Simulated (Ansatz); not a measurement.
## SrCaLaBiO6: Coordination and ¹⁷O quadrupole coupling

Cell: a computed structure from the Materials Project (it need not be an observed phase), atoms as given.

```cif
data_SrCaLaBiO6
_symmetry_space_group_name_H-M 'P-4n2'
_symmetry_Int_Tables_number 118
_cell_length_a 5.9771
_cell_length_b 5.9771
_cell_length_c 8.6366
_cell_angle_alpha 90.000
_cell_angle_beta 90.000
_cell_angle_gamma 90.000
loop_
_atom_site_label
_atom_site_type_symbol
_atom_site_symmetry_multiplicity
_atom_site_Wyckoff_symbol
_atom_site_fract_x
_atom_site_fract_y
_atom_site_fract_z
Sr Sr 2 d 0.5000 0.0000 0.2500
Ca Ca 2 b 0.0000 0.0000 0.5000
La La 2 c 0.0000 0.5000 0.2500
Bi Bi 2 a 0.0000 0.0000 0.0000
O9 O 4 e 0.0000 0.0000 0.2436
O13 O 8 i 0.3200 0.1570 0.9866
```

One atom of each set is listed.

The numbers come from a DFT calculation in Ansatz (PBE, plane waves and PAW, scalar-relativistic, 420 eV cutoff, Γ-centred 4×4×3 k-points, Fermi–Dirac smearing 0.02 eV).

Q(¹⁷O) = -25.58 mb.

**Question.** Order the O environments from the weakest to the strongest quadrupole coupling.
A. O13: 1 Bi at 2.13 Å, 1 Ca at 2.32 Å, 1 La at 2.49 Å, 1 Sr at 2.69 Å
B. O9: 1 Bi at 2.10 Å, 1 Ca at 2.21 Å, angle 180°; also 2 Sr at 2.99 Å, 2 La at 2.99 Å

**Answer.** B (3.86 MHz, η = 0.43), A (5.18 MHz, η = 0.30).

At O9 V_zz points along the line of its two bonds (within 1°). At O13 V_zz points along its shortest bond, to Bi (within 3°). Like point charges on the first shell alone (each adding as 1/d³) would put O9 above O13: the kind of neighbour, the covalent part of each bond and the atoms beyond the first shell count as well.

Without spin–orbit coupling the gradients at and beside Bi can be off by some per cent, at some sites by more.
